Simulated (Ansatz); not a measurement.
Input, command and steps of an Ansatz relaxation.

```yaml
crystal:
  lattice:
    - [0.0, 4.118, 4.2615]
    - [2.3865, 0.0, 4.2615]
    - [2.3865, 4.118, 0.0]
  atoms:
    - { symbol: Ti, position: [0.75, 0.75, 0.75] }
    - { symbol: Ti, position: [0.5, 0.5, 0.5] }
    - { symbol: Si, position: [0.083, 0.417, 0.083] }
    - { symbol: Si, position: [0.417, 0.083, 0.417] }
    - { symbol: Si, position: [0.167, 0.833, 0.167] }
    - { symbol: Si, position: [0.833, 0.167, 0.833] }
basis:
  ecutwfc: 500
kpoints:
  mp_grid: { grid: [10, 10, 10] }
hamiltonian:
  xc: r2scan
scf:
  occupations: { method: gaussian, width: 0.1 }
output:
  forces: true
  stress: true
  eigenvalues: true
  write_density: true
  write_potential: true
  elf: true
  volumetric_format: npy
relax:
  adjacent_minimum: "off"
  f_tol: 0.01
  max_steps: 40
```

```bash
ansatz run input.yaml --threads 1 --pin off --max-ram 2560MiB --backend cpu --events-out ev --progress --plain --runs-dir out
```

Level of theory: DFT r2SCAN, scalar-relativistic, plane waves, PAW in Ansatz 0.2.0.

Of 4 frames 3 are shown, positions in Å and forces in eV/Å; the SCF threshold varies from step to step.

```xyz
6
Lattice="0.0000 4.1180 4.2615 2.3865 0.0000 4.2615 2.3865 4.1180 0.0000" Properties=species:S:1:pos:R:3:forces:R:3 pbc="T T T" step=1 free_energy_over_end_meV_per_atom=2.82
Ti    3.5798    6.1770    6.3922    0.0000    0.0000    0.0000
Ti    2.3865    4.1180    4.2615    0.0000    0.0000    0.0000
Si    1.1932    0.6836    2.1307    0.0000    0.2337    0.0000
Si    1.1932    3.4344    2.1307    0.0000   -0.2337    0.0000
Si    2.3865    1.3754    4.2615    0.0000   -0.2337    0.0000
Si    2.3865    6.8606    4.2615    0.0000    0.2337    0.0000
6
Lattice="0.0000 4.1180 4.2615 2.3865 0.0000 4.2615 2.3865 4.1180 0.0000" Properties=species:S:1:pos:R:3:forces:R:3 pbc="T T T" step=2 free_energy_over_end_meV_per_atom=0.74
Ti    3.5798    6.1770    6.3922    0.0000    0.0000    0.0000
Ti    2.3865    4.1180    4.2615    0.0000    0.0000    0.0000
Si    1.1932    0.7013    2.1307    0.0000    0.1194    0.0000
Si    1.1932    3.4167    2.1307    0.0000   -0.1194    0.0000
Si    2.3865    1.3577    4.2615    0.0000   -0.1194    0.0000
Si    2.3865    6.8783    4.2615    0.0000    0.1194    0.0000
6
Lattice="0.0000 4.1180 4.2615 2.3865 0.0000 4.2615 2.3865 4.1180 0.0000" Properties=species:S:1:pos:R:3:forces:R:3 pbc="T T T" step=4 free_energy_over_end_meV_per_atom=0.00
Ti    3.5798    6.1770    6.3922    0.0000    0.0000    0.0000
Ti    2.3865    4.1180    4.2615    0.0000    0.0000    0.0000
Si    1.1932    0.7196    2.1307    0.0000    0.0008    0.0000
Si    1.1932    3.3984    2.1307    0.0000   -0.0008    0.0000
Si    2.3865    1.3394    4.2615    0.0000   -0.0008    0.0000
Si    2.3865    6.8966    4.2615    0.0000    0.0008    0.0000
```

The run took 3.5 min on 1 thread of Intel(R) Xeon(R) Platinum 8375C CPU @ 2.90GHz (Ice Lake), on a shared host, peak memory 1.1 GiB.